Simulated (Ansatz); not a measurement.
Ru:
```
Ru
1.0
    2.72076     0.00000     0.00000
   -1.36038     2.35625     0.00000
    0.00000     0.00000     4.29516
Ru
2
Direct
  0.66667   0.33333   0.75000
  0.33333   0.66667   0.25000
```

Relaxed with PBE. Special points in fractions of this cell's reciprocal vectors: Γ (0.000, 0.000, 0.000); M (0.500, 0.000, 0.000); K (0.333, 0.333, 0.000); A (0.000, 0.000, 0.500); L (0.500, 0.000, 0.500); H (0.333, 0.333, 0.500).

### Question
List the band energies nearest the Fermi level at these points for plane-wave PAW PBE (Ansatz code).

### Answer
In eV from the Fermi level; about four levels below and three above (degenerate sets whole), none deeper than 8.9 eV; … stands for higher levels left out; points with the same levels are listed once.

| k | below | above |
|---|---|---|
| Γ | -1.90 -1.90 -1.40 -1.40 | 1.14 1.14 … |
| M | -2.99 -2.04 -1.80 -1.50 | 1.35 1.77 1.86 |
| K | -3.73 -2.80 -2.80 -1.07 | 0.97 0.97 1.41 |
| A | -2.74 -2.74 -2.74 -2.74 -2.67 -2.67 | … |
| L | -4.45 -4.45 -1.06 -1.06 | 0.42 0.42 1.61 1.61 |
| H | -2.69 -2.69 -1.18 -1.18 | 1.18 1.18 … |

Space group P6_3/mmc (hcp (Mg type)). The cell was relaxed with PBE under the symmetry of its start. The run is not spin-polarised. Scalar-relativistic: spin–orbit coupling is off unless named, which matters more the heavier the elements.

Potentials: the earlier of the program's two PAW sets.
